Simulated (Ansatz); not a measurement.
Ansatz 0.2.0, settings compared: GaAs2

Input:

```yaml
crystal:
  lattice:
    - [3.764991, 0.0, 0.0]
    - [0.0, 3.764991, 0.0]
    - [0.0, 0.0, 7.795352]
  atoms:
    - { symbol: Ga, position: [0.0, 0.5, 0.281] }
    - { symbol: Ga, position: [0.5, 0.0, 0.719] }
    - { symbol: As, position: [0.0, 0.0, 0.0] }
    - { symbol: As, position: [0.5, 0.5, 0.0] }
    - { symbol: As, position: [0.0, 0.5, 0.639] }
    - { symbol: As, position: [0.5, 0.0, 0.361] }
  symmetry: { tolerance: 0.0003 }
kpoints:
  mp_grid: { grid: [5, 5, 3], shift: [0, 0, 0] }
magnetization:
  spin_polarized: false
scf:
  occupations: { method: methfessel_paxton, width: 0.0783 }
hamiltonian:
  pseudopotentials: { kind: paw }
  xc: pbe
basis:
  ecutwfc: 420
output:
  forces: true
  stress: true
  eigenvalues: true
```

The command:

```bash
ansatz run input.yaml --threads 1 --pin off --max-ram 2560MiB --backend cpu --events-out ev --progress --plain --runs-dir out
```

Origin of the cell: a known structure type with other elements, at an estimated volume, so it need not be a known compound.

Output of this run (shortened):

```
Pseudopotentials: kind: paw
Pseudopotential: Ga, paw, valence charge 13, recommended cutoff 420 eV (normal), Ga.paw.azcp
Pseudopotential: As, paw, valence charge 15, recommended cutoff 420 eV (normal), As.paw.azcp
Functional definition: PBE
  exchange = pbe_x(kappa = kappa, mu = beta*pi^2/3)
  correlation = pbe_c(beta = beta)
Crystal: 6 atoms, lattice volume = 110.500 Å³
Basis set: ecut = 420 eV, 2131 PW (Γ), exchange–correlation on 54×54×108 points (8 copies of the dense FFT grid, shifted against one another)
Bands: 52, of which v1, the nominal top of the filled ones, is band 43 counted from 1 (42 counted from 0)
Symmetry: 16 space group operations
Space group: P4/nmm (ITA 129), of the structure as read, at distance tolerance 1.4e-3 Å
k-points: 12 of 75
[… 4 lines left out …]
Initial density: superposition of atomic densities (neutral atoms: chi_scale 0, normalization atom), corrected by the library's trained network
Functional: x = pbe(κ = 0.804, μ = 0.219515), c = pbe(β = 0.066725)
SCF iter   1: F=—  HF=-26988.454201 eV  Δρ=3.90e-3  dr2=3.83e-2  defer=5
SCF iter   2: F=—  HF=-26988.449239 eV  S|Δr|=    0.00e0  Δρ=2.34e-3  dr2=1.07e-2  defer=8
SCF iter   3: F=—  HF=-26988.448510 eV  S|Δr|=    0.00e0  Δρ=1.07e-3  dr2=1.55e-3  defer=8
SCF iter   4: F=—  HF=-26988.447408 eV  S|Δr|=    0.00e0  Δρ=3.71e-4  dr2=4.59e-4  defer=8
SCF iter   5: F=—  HF=-26988.447355 eV  S|Δr|=    0.00e0  Δρ=1.33e-4  dr2=3.46e-5  defer=8
SCF iter   6: F=—  HF=-26988.447341 eV  S|Δr|=    0.00e0  Δρ=8.99e-5  dr2=8.11e-6  defer=8
SCF iter   7: F=—  HF=-26988.447338 eV  S|Δr|=    0.00e0  Δρ=2.63e-5  dr2=1.35e-6  defer=8
SCF iter   8: F=—  HF=-26988.447338 eV  S|Δr|=    0.00e0  Δρ=8.56e-6  dr2=1.10e-7  defer=8
SCF iter   9: F=-26988.447338 eV  HF=-26988.447338 eV  S|Δr|=    0.00e0  Δρ=4.60e-6  dr2=3.69e-8
SCF 1 converged in 9 iterations: F = -26988.447338 eV  dr2 = 3.69e-8
SCF converged after 9 iterations
Stability not checked: this state was not tested for a lower state beside it, because cold or Methfessel-Paxton smearing, or corrected tetrahedra, fill the levels in a way that the test cannot read (fill_not_monotonic; […]
Free energy (F): -26988.447338 eV
Harris-Foulkes:  -26988.447338 eV  (|F-HF|=4.50e-8)
Internal energy: -26988.439113 eV  (E = F + TS)
E sigma→0 (E₀):  -26988.445282 eV
Entropy (-TS):   -0.008225 eV (-1.371 meV/atom)
Fermi energy:    11.880472 eV
--- Per-component energies (eV) ---
  E_band       = -864.459781
  E_kinetic    = 643.603250
  E_local      = -9503.502776  (includes V_loc(G=0)·N_el)
  E_nonlocal   = -1835.590892
  E_hartree    = 5075.891924
  E_xc         = -457.141755
  E_vxc        = -435.434516  (∫ρ·V_xc dr)
  E_paw        = -11312.882784  (= ΣΔE_a)
  E_vpaw       = 114.686015  (= ΣTr[D̂ρ^β])
  E_aug_tail   = -0.000207  (compensation charges beyond the density's cutoff)
  E_ewald      = -9598.815872
  E_smearing   = -0.008225  (= −TS)
  Σ components = -26988.447338   (vs F -26988.447338, Δ=0.00e0)
--- Forces (eV/Å), atoms counted from 1 ---
  atom   1  Ga     0.000000     0.000000     0.626000
  atom   2  Ga     0.000000     0.000000    -0.626000
  atom   3  As     0.000000     0.000000     0.000000
  atom   4  As     0.000000     0.000000     0.000000
  atom   5  As     0.000000     0.000000    -0.465094
  atom   6  As     0.000000     0.000000     0.465094
  max |Σ_I F_I| component: 0.00e0 eV/Å
--- Stress (GPa, compression-positive) ---
        7.394582       0.000000       0.000000
        0.000000       7.394582       0.000000
        0.000000       0.000000       1.974301
  P = ⅓ Tr σ = 5.5878 GPa (55.878 kbar)
```

The same input was run again with these changes:

1. `scf.mixing.algorithm` default → anderson; `scf.mixing.beta` default → 0.5; `scf.initial_density.chi_scale` default → 0.1
2. `scf.eigensolver.kind` default → davidson; `basis.precision` default → f64; `accuracy` default → medium; `basis.ecutrho_ratio` default → 8
3. `hamiltonian.dispersion` default → d3bj; `scf.eigensolver.kind` default → davidson
4. `kpoints.mp_grid.shift` [0, 0, 0] → [0.5, 0.5, 0.5]

| run | end | SCF iterations | P (GPa) | max force component (eV/Å) | moment (μB) | ΔE(σ→0) (meV/atom) |
| --- | --- | --- | --- | --- | --- | --- |
| base | converged | 9 | 5.59 | 0.626 | – | 0 |
| 1 | converged | 13 | 5.59 | 0.626 | – | 0.00 |
| 2 | converged | 9 | 5.59 | 0.626 | – | 0.00 |
| 3 | converged | 9 | 1.85 | 0.617 | – | – |
| 4 | converged | 7 | 5.50 | 0.678 | – | -54.30 |

Energies are compared only where functional, datasets, charge and starting cell are the same.

Caveats of the base run: the k mesh is coarse if the cell is a metal.

Time of the base run: 4.8 s of wall time on 1 CPU thread(s) of a shared host, from the program's own first density.
